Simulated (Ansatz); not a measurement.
Run on WC (WC type): DFT, PBE, all-electron LAPW, scalar-relativistic (Ansatz 0.2.0). This run: volume at 0.72 of the series' base cell.

The cell comes from a relaxation on PAW files under the same functional, begun from a prototype that needn't be the stable phase.

Command: `ansatz run input.yaml --threads 1 --pin off --max-ram 2048MiB --backend cpu --events-out ev --progress --plain --runs-dir out` It took 110 s on 1 thread of Arm Neoverse V2 (shared host), peak memory 0.7 GiB.

```yaml
crystal:
  lattice:
    - [2.5975477277, 0.0, 0.0]
    - [-1.2987738638, 2.2495423197, 0.0]
    - [0.0, 0.0, 2.5938937294]
  atoms:
    - { symbol: W, position: [0.0, 0.0, 0.0] }
    - { symbol: C, position: [0.3333333333, 0.6666666667, 0.5] }
kpoints:
  mp_grid: { grid: [17, 17, 15] }
scf:
  occupations: { method: fermi_dirac, width: 0.1 }
hamiltonian:
  xc: pbe
  pseudopotentials: { kind: all_electron, lapw: { basis_error: 0.001 } }
output:
  forces: true
  stress: true
  eigenvalues: true
  populations: true
```

Output:

```
W: projections on atomic orbitals take those of the free atom 1s2 2s2 2p6 3s2 3p6 3d10 4s2 4p6 4d10 4f14 5s2 5p6 5d4 6s2, of charge +0.00 (hamiltonian.pseudopotentials.projection_atoms)
C: projections on atomic orbitals take those of the free atom 1s2 2s2 2p2, of charge +0.00 (hamiltonian.pseudopotentials.projection_atoms)
LAPW: plane waves up to 10.515 Å⁻¹, error target 1.0e-3 eV per atom; small_component_spin mean_spin; C in spheres of 0.799 Å, 6 of its electrons in bands, Dirac shells []; W in spheres of 1.183 Å, 46 of its electrons in bands, Dirac shells [] (how accurate: hamiltonian.pseudopotentials.lapw.basis_error, Limitations)
Engine: ansatz 0.2.0
Pseudopotentials: kind: all_electron
Pseudopotential: W, LAPW, valence charge 46, lapw/all_electron/scalar/gaussian/W, Koelling and Harmon's equation, gaussian nucleus
Pseudopotential: C, LAPW, valence charge 6, lapw/all_electron/scalar/gaussian/C, Koelling and Harmon's equation, gaussian nucleus
Functional definition: PBE
  parameter kappa = 0.804
  parameter beta = 0.06672455060314922
  exchange = pbe_x(kappa = kappa, mu = beta*pi^2/3)
  correlation = pbe_c(beta = beta)
Crystal: 2 atoms, lattice volume = 15.157 Å³
Basis set: ecut = 421.2368607964906 eV, 315 PW (Γ), exchange–correlation at level 2
Bands: 32, of which v1, the nominal top of the filled ones, is band 26 counted from 1 (25 counted from 0)
Symmetry: 12 space group operations
Space group: P-6m2 (ITA 187), of the structure as read, at distance tolerance 2.5e-5 Å
k-points: 264 of 4335 (time reversal used)
Non-local potential: W, projectors of the file, none
Non-local potential: C, projectors of the file, none
Initial density: superposition of atomic densities (chi_scale 0.1, normalization cell, long waves kept (reshape's long-wave potential 0.00 eV rms))
Initial wavefunctions: plane waves of lowest kinetic energy (no species holds an atomic orbital)
Functional: x = pbe(κ = 0.804, μ = 0.2195149727645171), c = pbe(β = 0.06672455060314922)
iter 1 solved again at ethr=8.33e-3 eV; its pass at ethr=1.00e-1 eV (dr2=4.33e0 eV) is discarded
SCF iter   1: F=—  HF=-440237.707918 eV  |F-HF|=—  |Δ(HF+E_count)|=         —  Δρ=1.71e-1  dr2=4.33e0  ethr=8.33e-3  ⟨swp⟩=2.0  Hψ=53728  notcnv=0
preconditioner: auto → none  [metal: Δε(μ)=0.097 eV  Ē_g=31.302 eV  σ=0.100 eV  W_gap=0.23  n_scr=8 (ndim 8)  ℏωp=52.2 eV  f_vac=0.000  D(μ)=0.20/eV (n_scr^D=0)  sad-step TF]
SCF iter   2: F=—  HF=-440236.063849 eV  |F-HF|=—  |Δ(HF+E_count)|=    1.64e0  Δρ=5.54e-2  dr2=4.70e-1  ethr=8.33e-3  ⟨swp⟩=3.0  Hψ=25041  notcnv=0
iter 3 solved again at ethr=2.46e-5 eV; its pass at ethr=9.04e-4 eV (dr2=1.28e-2 eV) is discarded
SCF iter   3: F=—  HF=-440235.949710 eV  |F-HF|=—  |Δ(HF+E_count)|=         —  Δρ=1.36e-2  dr2=1.28e-2  ethr=2.46e-5  ⟨swp⟩=2.0  Hψ=43816  notcnv=0
the basis was enlarged: its passes take 361.9 KiB over the memory plan, 1 of 1 planned eigensolver slots
SCF iter   4: F=—  HF=-440235.956694 eV  |F-HF|=—  |Δ(HF+E_count)|=   6.98e-3  Δρ=6.89e-3  dr2=3.40e-3  ethr=2.46e-5  ⟨swp⟩=2.0  Hψ=24061  notcnv=0
SCF iter   5: F=—  HF=-440235.945557 eV  |F-HF|=—  |Δ(HF+E_count)|=   1.11e-2  Δρ=2.11e-3  dr2=2.47e-4  ethr=6.54e-6  ⟨swp⟩=3.0  Hψ=25270  notcnv=0
SCF iter   6: F=—  HF=-440235.945338 eV  |F-HF|=—  |Δ(HF+E_count)|=   2.19e-4  Δρ=3.06e-4  dr2=7.50e-6  ethr=4.75e-7  ⟨swp⟩=2.3  Hψ=24162  notcnv=0
SCF iter   7: F=—  HF=-440235.945335 eV  |F-HF|=—  |Δ(HF+E_count)|=   3.40e-6  Δρ=4.41e-5  dr2=1.71e-7  ethr=1.44e-8  ⟨swp⟩=2.9  Hψ=24569  notcnv=0
SCF iter   8: F=-440235.945335 eV  HF=-440235.945335 eV  |F-HF|=2.91e-10  |Δ(HF+E_count)|=   1.62e-8  Δρ=6.06e-6  dr2=3.05e-9  ethr=3.29e-10  ⟨swp⟩=3.0  Hψ=25028  notcnv=0
SCF 1 converged in 8 iterations: F = -440235.945335 eV  dr2 = 3.05e-9
SCF converged after 8 iterations
Free energy (F): -440235.945335 eV
Harris-Foulkes:  -440235.945335 eV  (|F-HF|=2.91e-10)
Internal energy: -440235.937491 eV  (E = F + TS)
E sigma→0 (E₀):  -440235.941413 eV
Entropy (-TS):   -0.007844 eV (-3.922 meV/atom)
Fermi energy:    36.301713 eV
--- Per-component energies (eV) ---
  E_band       = -5422.012239
  E_kinetic    = 492984.589239
  E_xc         = -8993.305907
  E_electrostatic = -924227.220823  (all electrons and nuclei)
  E_smearing   = -0.007844  (= −TS)
  E_closure    = 0.000000  (closes the sum)
  E_atoms      = -440218.421447  (free atoms, spherical and without spin; not in F)
  Σ components = -440235.945335   (vs F -440235.945335, Δ=0.00e0)
  Basis errors (estimates in eV, not in F): energy 3.8e-4 per atom: plane waves 3.4e-4 (1.9e-4 summed), levels above the bands 1.1e-73, relativity 3.0e-8, radial functions 3.5e-5, core shells 1.8e-12; eigenvalues (radial functions only) 3.0e-6; not estimated: angular momenta, meshes, grids; target (lapw.basis_error) 1.0e-3; muffin-tin radii C 0.799 Å, W 1.183 Å
--- Forces (eV/Å), atoms counted from 1 ---
  atom   1  W     -0.00000000     0.00000000     0.00000000
  atom   2  C      0.00000000    -0.00000000     0.00000000
  max |Σ_I F_I| component: 2.04e-16 eV/Å
--- Stress (GPa, compression-positive) ---
      246.167504       0.000000       0.000000
        0.000000     246.167504       0.000000
        0.000000       0.000000     246.233193
  P = ⅓ Tr σ = 246.1894 GPa (2461.894 kbar)
--- Band table (eV; the first three rows and the last of 264) ---
  k-point 0: bands = ["-526.8354", "-380.8600", "-380.8600", "-380.8439", "-228.3828", "-195.9231", "-195.9231", "-195.9207", "-195.9207", "-195.8985", "-37.5213", "-1.5140", "-1.0244", "-1.0244", "8.7584", "8.8206", "8.8206", "8.8434", "8.8434", "8.8600", "8.9062", "19.2033", "29.5464", "31.3362", "31.3362", "36.1331", "40.9175", "40.9175", "43.4533", "43.4533", "44.2822", "54.4638"]
  k-point 1: bands = ["-526.8354", "-380.8600", "-380.8600", "-380.8439", "-228.3828", "-195.9231", "-195.9231", "-195.9207", "-195.9207", "-195.8985", "-37.5154", "-1.6057", "-1.0167", "-1.0167", "8.7585", "8.8195", "8.8195", "8.8454", "8.8454", "8.8559", "8.9062", "19.3772", "29.5727", "31.4027", "31.4027", "36.1021", "40.2341", "40.2341", "43.9011", "43.9011", "44.3415", "54.6986"]
  k-point 2: bands = ["-526.8354", "-380.8600", "-380.8600", "-380.8439", "-228.3828", "-195.9231", "-195.9231", "-195.9207", "-195.9207", "-195.8985", "-37.4988", "-1.8588", "-0.9950", "-0.9950", "8.7589", "8.8164", "8.8164", "8.8448", "8.8509", "8.8509", "8.9063", "19.8727", "29.5825", "31.5975", "31.5975", "36.1132", "38.9789", "38.9789", "44.3661", "44.3661", "44.5198", "55.2422"]
  k-point 263: bands = ["-526.8354", "-380.8600", "-380.8600", "-380.8439", "-228.3828", "-195.9231", "-195.9231", "-195.9208", "-195.9207", "-195.8985", "-37.1014", "-2.7086", "-2.6405", "-2.2922", "8.7959", "8.8034", "8.8274", "8.8343", "8.8533", "8.8591", "8.8677", "22.8842", "25.8325", "29.6035", "34.7459", "35.2712", "42.6146", "46.4835", "47.1822", "49.2182", "50.0329", "51.5719"]
--- Löwdin populations: 2 sites ---
  site symbol       q [e]
     0      W     73.3342
     1      C      6.6068
  spilling = 0.000738 (of n_electrons = 80.000000)
```

populations.tsv:

```
# site	symbol	l	j	q
# orbitals = lowdin
# n_electrons = 80.000000
# spilling = 0.000738
# projection_atom_W: 1s2 2s2 2p6 3s2 3p6 3d10 4s2 4p6 4d10 4f14 5s2 5p6 5d4 6s2
# projection_atom_C: 1s2 2s2 2p2
0	W	0_1S	-	1.999999
0	W	0_2S	-	1.999955
0	W	0_3S	-	1.999425
0	W	0_4S	-	1.994133
0	W	0_5S	-	1.911870
0	W	0_6S	-	0.502739
0	W	1_2P	-	6.000000
0	W	1_3P	-	5.999997
0	W	1_4P	-	5.999801
0	W	1_5P	-	5.973959
0	W	2_3D	-	10.000000
0	W	2_4D	-	9.999775
0	W	2_5D	-	4.955986
0	W	3_4F	-	13.996554
1	C	0_1S	-	1.990545
1	C	0_2S	-	1.143540
1	C	1_2P	-	3.472674
```

Next run (volume at 0.64 of the series' base cell), as changes to the input before:

```diff
   lattice:
-    - [2.5975477277, 0.0, 0.0]
-    - [-1.2987738638, 2.2495423197, 0.0]
-    - [0.0, 0.0, 2.5938937294]
+    - [2.4903962011, 0.0, 0.0]
+    - [-1.2451981005, 2.1567463757, 0.0]
+    - [0.0, 0.0, 2.5083598383]
   atoms:
```

Results part of the output:

```
SCF 1 converged in 8 iterations: F = -440232.506900 eV  dr2 = 1.19e-9
SCF converged after 8 iterations
Free energy (F): -440232.506900 eV
Harris-Foulkes:  -440232.506900 eV  (|F-HF|=3.49e-10)
Internal energy: -440232.499673 eV  (E = F + TS)
E sigma→0 (E₀):  -440232.503286 eV
Entropy (-TS):   -0.007227 eV (-3.614 meV/atom)
Fermi energy:    41.105788 eV
--- Per-component energies (eV) ---
  E_band       = -5174.959243
  E_kinetic    = 493018.316165
  E_xc         = -8998.767713
  E_electrostatic = -924252.048126  (all electrons and nuclei)
  E_smearing   = -0.007227  (= −TS)
  E_closure    = 0.000000  (closes the sum)
  E_atoms      = -440218.421447  (free atoms, spherical and without spin; not in F)
  Σ components = -440232.506900   (vs F -440232.506900, Δ=0.00e0)
  Basis errors (estimates in eV, not in F): energy 4.0e-4 per atom: plane waves 3.5e-4 (1.9e-4 summed), levels above the bands 6.9e-84, relativity 2.6e-8, radial functions 4.9e-5, core shells 9.4e-12; eigenvalues (radial functions only) 3.6e-6; not estimated: angular momenta, meshes, grids; target (lapw.basis_error) 1.0e-3; muffin-tin radii C 0.763 Å, W 1.145 Å
--- Forces (eV/Å), atoms counted from 1 ---
  atom   1  W      0.00000000     0.00000000    -0.00000000
  atom   2  C     -0.00000000    -0.00000000    -0.00000000
  max |Σ_I F_I| component: 1.30e-16 eV/Å
--- Stress (GPa, compression-positive) ---
      421.941067       0.000000      -0.000000
        0.000000     421.941067       0.000000
       -0.000000       0.000000     422.110135
  P = ⅓ Tr σ = 421.9974 GPa (4219.974 kbar)
--- Band table (eV; the first three rows and the last of 264) ---
  k-point 0: bands = ["-521.8451", "-375.8724", "-375.8724", "-375.8476", "-223.5061", "-190.9389", "-190.9389", "-190.9308", "-190.9308", "-190.9046", "-32.9366", "3.1358", "3.9311", "3.9311", "13.6571", "13.7634", "13.7634", "13.7984", "13.7984", "13.8159", "13.8856", "23.0429", "33.1866", "35.3573", "35.3573", "40.9365", "46.3114", "46.3114", "48.8643", "48.8643", "49.3840", "61.3094"]
  k-point 1: bands = ["-521.8451", "-375.8724", "-375.8724", "-375.8476", "-223.5061", "-190.9389", "-190.9389", "-190.9308", "-190.9308", "-190.9046", "-32.9277", "3.0056", "3.9418", "3.9418", "13.6573", "13.7616", "13.7616", "13.8011", "13.8011", "13.8095", "13.8856", "23.2559", "33.2557", "35.4313", "35.4313", "40.8875", "45.4792", "45.4792", "49.4187", "49.4187", "49.4506", "61.4765"]
  k-point 2: bands = ["-521.8451", "-375.8724", "-375.8724", "-375.8476", "-223.5060", "-190.9389", "-190.9389", "-190.9308", "-190.9308", "-190.9046", "-32.9024", "2.6496", "3.9723", "3.9723", "13.6577", "13.7567", "13.7567", "13.7925", "13.8089", "13.8089", "13.8857", "23.8528", "33.3981", "35.6484", "35.6484", "40.8416", "44.0146", "44.0146", "49.6468", "49.9371", "49.9371", "61.7596"]
  k-point 263: bands = ["-521.8451", "-375.8724", "-375.8724", "-375.8476", "-223.5060", "-190.9388", "-190.9388", "-190.9309", "-190.9309", "-190.9044", "-32.2562", "1.5671", "1.5917", "2.0816", "13.7192", "13.7321", "13.7733", "13.7851", "13.8087", "13.8170", "13.8290", "26.5312", "29.0843", "34.0472", "39.7968", "40.0271", "48.2204", "52.9899", "53.4787", "55.6144", "56.5375", "57.0573"]
--- Löwdin populations: 2 sites ---
  site symbol       q [e]
     0      W     73.3993
     1      C      6.5440
  spilling = 0.000708 (of n_electrons = 80.000000)
```

Next run (volume at 0.55 of the series' base cell), as changes to the input before:

```diff
   lattice:
-    - [2.4903962011, 0.0, 0.0]
-    - [-1.2451981005, 2.1567463757, 0.0]
-    - [0.0, 0.0, 2.5083598383]
+    - [2.3586785892, 0.0, 0.0]
+    - [-1.1793392946, 2.0426755776, 0.0]
+    - [0.0, 0.0, 2.4031003959]
   atoms:
   mp_grid: { grid: [17, 17, 15] }
+  band_path:
+    path:
+      - [0.0, 0.0, 0.0]
+      - [0.5, 0.0, 0.0]
+      - [0.3333333333, 0.3333333333, 0.0]
+      - [0.0, 0.0, 0.0]
+      - [0.0, 0.0, 0.5]
+      - [0.5, 0.0, 0.5]
+      - [0.3333333333, 0.3333333333, 0.5]
+      - [0.0, 0.0, 0.5]
+      - [0.5, 0.0, 0.5]
+    npoints: 8
 scf:
   populations: true
+  dos: { projected: true, de: 0.2, e_range: [-14, 8] }
```

Results part of the output:

```
SCF 1 converged in 8 iterations: F = -440225.728545 eV  dr2 = 9.00e-10
NSCF: frozen V_eff on 65 k-points
SCF converged after 8 iterations
Free energy (F): -440225.728545 eV
Harris-Foulkes:  -440225.728545 eV  (|F-HF|=8.15e-10)
Internal energy: -440225.722077 eV  (E = F + TS)
E sigma→0 (E₀):  -440225.725311 eV
Entropy (-TS):   -0.006468 eV (-3.234 meV/atom)
Fermi energy:    48.261837 eV
--- Per-component energies (eV) ---
  E_band       = -4824.896098
  E_kinetic    = 493069.940182
  E_xc         = -9006.608551
  E_electrostatic = -924289.053708  (all electrons and nuclei)
  E_smearing   = -0.006468  (= −TS)
  E_closure    = 0.000000  (closes the sum)
  E_atoms      = -440218.421447  (free atoms, spherical and without spin; not in F)
  Σ components = -440225.728545   (vs F -440225.728545, Δ=0.00e0)
  Basis errors (estimates in eV, not in F): energy 3.9e-4 per atom: plane waves 3.5e-4 (1.9e-4 summed), levels above the bands 6.1e-90, relativity 3.6e-8, radial functions 4.0e-5, core shells 9.9e-12; eigenvalues (radial functions only) 4.8e-6; not estimated: angular momenta, meshes, grids; target (lapw.basis_error) 1.0e-3; muffin-tin radii C 0.720 Å, W 1.096 Å
--- Forces (eV/Å), atoms counted from 1 ---
  atom   1  W      0.00000000    -0.00000000     0.00000000
  atom   2  C      0.00000000     0.00000000     0.00000000
  max |Σ_I F_I| component: 7.40e-17 eV/Å
--- Stress (GPa, compression-positive) ---
      756.644791       0.000000       0.000000
        0.000000     756.644791       0.000000
        0.000000       0.000000     756.534140
  P = ⅓ Tr σ = 756.6079 GPa (7566.079 kbar)
--- Band table (eV; the first three rows and the last of 264) ---
  k-point 0: bands = ["-514.7968", "-368.8296", "-368.8296", "-368.7889", "-216.6491", "-183.9028", "-183.9028", "-183.8830", "-183.8830", "-183.8511", "-26.6342", "9.6137", "11.0179", "11.0179", "20.5328", "20.7321", "20.7321", "20.7944", "20.7944", "20.8120", "20.9234", "28.8622", "38.4389", "41.1380", "41.1380", "48.0263", "54.0857", "54.0857", "56.5169", "56.6135", "56.6135", "70.4230"]
  k-point 1: bands = ["-514.7968", "-368.8296", "-368.8296", "-368.7889", "-216.6491", "-183.9028", "-183.9028", "-183.8830", "-183.8830", "-183.8511", "-26.6195", "9.4159", "11.0342", "11.0342", "20.5330", "20.7289", "20.7289", "20.7985", "20.7985", "20.8002", "20.9235", "29.1459", "38.5675", "41.2228", "41.2228", "47.9466", "53.0240", "53.0240", "56.6021", "57.3312", "57.3312", "70.2042"]
  k-point 2: bands = ["-514.7968", "-368.8296", "-368.8296", "-368.7889", "-216.6491", "-183.9028", "-183.9028", "-183.8830", "-183.8830", "-183.8511", "-26.5777", "8.8826", "11.0804", "11.0804", "20.5335", "20.7201", "20.7201", "20.7702", "20.8100", "20.8100", "20.9236", "29.9176", "38.9044", "41.4719", "41.4719", "47.8021", "51.2582", "51.2582", "56.8438", "57.9055", "57.9055", "70.4236"]
  k-point 263: bands = ["-514.7968", "-368.8296", "-368.8296", "-368.7889", "-216.6491", "-183.9026", "-183.9025", "-183.8831", "-183.8831", "-183.8506", "-25.4098", "7.2894", "7.5501", "8.1037", "20.6480", "20.6651", "20.7460", "20.7718", "20.8011", "20.8138", "20.8327", "31.7823", "33.7787", "40.7025", "46.9808", "47.3288", "56.2697", "62.2634", "62.4653", "64.7414", "65.0990", "65.8481"]
--- Löwdin populations: 2 sites ---
  site symbol       q [e]
     0      W     73.4913
     1      C      6.4485
  spilling = 0.000753 (of n_electrons = 80.000000)
```

Spin–orbit coupling is left out, which matters for the heavy atoms.
